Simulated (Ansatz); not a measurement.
Relaxation of a randomly generated symmetric cell of Bi (space group No. 36); 4 atoms in the cell, which starts as Cmc2₁ (No. 36), oS8; a = 9.0207 Å, b = 7.2282 Å, c = 4.8823 Å, α = 90.00°, β = 90.00°, γ = 90.00°. These are PBEsol (plane waves to 420 eV, PAW, scalar-relativistic; Ansatz, an electronic-structure program) values and carry that method's errors. Γ-centred k-mesh 6×6×7 on the run's cell (coarser than for final values), Fermi–Dirac smearing 0.05 eV. This is the first round of the run. 

The optimiser's lines from the output (shortened; P is positive under compression):

```
relax step   1: F+E_penalty+E_count = -48970.29824690 eV  Δ(F+E_penalty+E_count) = +0.000e0 eV  max|allowed force component| = 6.764e0 eV/Å  Δτ_max = 0.0000 Å  P = +21.425 GPa  Ω = 159.173 Å³  (8 SCF iters, dr2 threshold 1.00e-7 eV, accepted)
relax step   2: F+E_penalty+E_count = -48974.47802731 eV  Δ(F+E_penalty+E_count) = -4.180e0 eV  max|allowed force component| = 1.701e0 eV/Å  Δτ_max = 0.1950 Å  P = +4.738 GPa  Ω = 169.423 Å³  (7 SCF iters, dr2 threshold 4.00e-7 eV, accepted)
relax step   3: F+E_penalty+E_count = -48975.43735636 eV  Δ(F+E_penalty+E_count) = -9.593e-1 eV  max|allowed force component| = 9.639e-1 eV/Å  Δτ_max = 0.1124 Å  P = +1.745 GPa  Ω = 160.615 Å³  (6 SCF iters, dr2 threshold 4.00e-7 eV, accepted)
relax step   4: F+E_penalty+E_count = -48976.04808096 eV  Δ(F+E_penalty+E_count) = -6.107e-1 eV  max|allowed force component| = 5.100e-1 eV/Å  Δτ_max = 0.0799 Å  P = -0.267 GPa  Ω = 153.422 Å³  (6 SCF iters, dr2 threshold 4.00e-7 eV, accepted)
relax step   5: F+E_penalty+E_count = -48976.59500120 eV  Δ(F+E_penalty+E_count) = -5.469e-1 eV  max|allowed force component| = 3.898e-1 eV/Å  Δτ_max = 0.0536 Å  P = -0.857 GPa  Ω = 145.056 Å³  (5 SCF iters, dr2 threshold 4.00e-7 eV, accepted)
relax step   6: F+E_penalty+E_count = -48977.14105937 eV  Δ(F+E_penalty+E_count) = -5.461e-1 eV  max|allowed force component| = 2.562e-1 eV/Å  Δτ_max = 0.0489 Å  P = -1.024 GPa  Ω = 137.837 Å³  (5 SCF iters, dr2 threshold 4.00e-7 eV, accepted)
relax step   7: F+E_penalty+E_count = -48977.56244205 eV  Δ(F+E_penalty+E_count) = -4.214e-1 eV  max|allowed force component| = 2.145e-1 eV/Å  Δτ_max = 0.0367 Å  P = -0.385 GPa  Ω = 131.116 Å³  (5 SCF iters, dr2 threshold 4.00e-7 eV, accepted)
relax step   8: F+E_penalty+E_count = -48977.69029040 eV  Δ(F+E_penalty+E_count) = -1.278e-1 eV  max|allowed force component| = 4.837e-2 eV/Å  Δτ_max = 0.0701 Å  P = -0.330 GPa  Ω = 129.247 Å³  (5 SCF iters, dr2 threshold 4.00e-7 eV, accepted)
relax step   9: F+E_penalty+E_count = -48977.71430840 eV  Δ(F+E_penalty+E_count) = -2.402e-2 eV  max|allowed force component| = 1.237e-2 eV/Å  Δτ_max = 0.0408 Å  P = -0.073 GPa  Ω = 128.253 Å³  (5 SCF iters, dr2 threshold 4.00e-7 eV, accepted)
relax step  10: F+E_penalty+E_count = -48977.71500553 eV  Δ(F+E_penalty+E_count) = -6.971e-4 eV  max|allowed force component| = 1.268e-3 eV/Å  Δτ_max = 0.0106 Å  P = +0.039 GPa  Ω = 128.020 Å³  (4 SCF iters, dr2 threshold 1.22e-7 eV, accepted)
relax step  11: F+E_penalty+E_count = -48977.71501241 eV  Δ(F+E_penalty+E_count) = -6.876e-6 eV  max|allowed force component| = 1.618e-4 eV/Å  Δτ_max = 0.0011 Å  P = -0.023 GPa  Ω = 128.148 Å³  (3 SCF iters, dr2 threshold 1.50e-8 eV, accepted)
relax step  12: F+E_penalty+E_count = -48977.71502147 eV  Δ(F+E_penalty+E_count) = -9.063e-6 eV  max|allowed force component| = 7.612e-5 eV/Å  Δτ_max = 0.0001 Å  P = +0.000 GPa  Ω = 128.098 Å³  (3 SCF iters, dr2 threshold 2.06e-9 eV, accepted)
relax step  13: F+E_penalty+E_count = -48977.72333974 eV  Δ(F+E_penalty+E_count) = -8.318e-3 eV  max|allowed force component| = 7.568e-5 eV/Å  Δτ_max = 0.0000 Å  P = +0.117 GPa  Ω = 128.098 Å³  stress off target by 3.65e-1 GPa  SCF on the basis re-selected at this cell (its energy is not comparable with the rows above)  (7 SCF iters)
relax step  14: F+E_penalty+E_count = -48977.72401690 eV  Δ(F+E_penalty+E_count) = -6.772e-4 eV  max|allowed force component| = 2.050e-4 eV/Å  Δτ_max = 0.0001 Å  P = +0.013 GPa  Ω = 128.312 Å³  (3 SCF iters, dr2 threshold 3.33e-7 eV, accepted)
relax step  15: F+E_penalty+E_count = -48977.72406683 eV  Δ(F+E_penalty+E_count) = -4.993e-5 eV  max|allowed force component| = 7.537e-5 eV/Å  Δτ_max = 0.0001 Å  P = -0.001 GPa  Ω = 128.339 Å³  (3 SCF iters, dr2 threshold 1.58e-8 eV, accepted)
relax step  16: F+E_penalty+E_count = -48977.72407445 eV  Δ(F+E_penalty+E_count) = -7.622e-6 eV  max|allowed force component| = 2.761e-5 eV/Å  Δτ_max = 0.0001 Å  P = +0.002 GPa  Ω = 128.331 Å³  (4 SCF iters, dr2 threshold 1.13e-9 eV, accepted)
relax step  17: F+E_penalty+E_count = -48977.72409378 eV  Δ(F+E_penalty+E_count) = -1.932e-5 eV  max|allowed force component| = 2.757e-5 eV/Å  Δτ_max = 0.0000 Å  P = +0.002 GPa  Ω = 128.331 Å³  stress off target by 3.51e-3 GPa  SCF on the basis re-selected at this cell (its energy is not comparable with the rows above)  (5 SCF iters)
```

From the first to the last row the energy changes by -1.86 eV/atom and the volume by -19.4 %. The last row is marked as not comparable with the walk above it, whose basis was carried along; it does compare with step 1, since both stand on a basis selected at the nominal cutoff for their own cell.

Later rounds, restarted from the end of this one on a renewed k-mesh, logged 10 more steps and released under 0.01 eV/atom more. The final structure after all rounds: P6/mmm (No. 191), hP1, AFLOW prototype A_hP1_191_a (A_f, as in Sn); a = 3.3797 Å, b = 3.3797 Å, c = 3.2462 Å, α = 90.00°, β = 90.00°, γ = 120.00°. Between re-selections the logged energies stand on a plane-wave basis carried along with the cell. No spin polarisation in the result.

The run could not lose the symmetry of its start, so the end can be a saddle point.

The relaxed structure here is a generated cell of Bi: the first start was made by a random draw of sites in a space group, and the end was not matched to a known phase here, so it may be hypothetical. Known forms of Bi include space group No. 166.
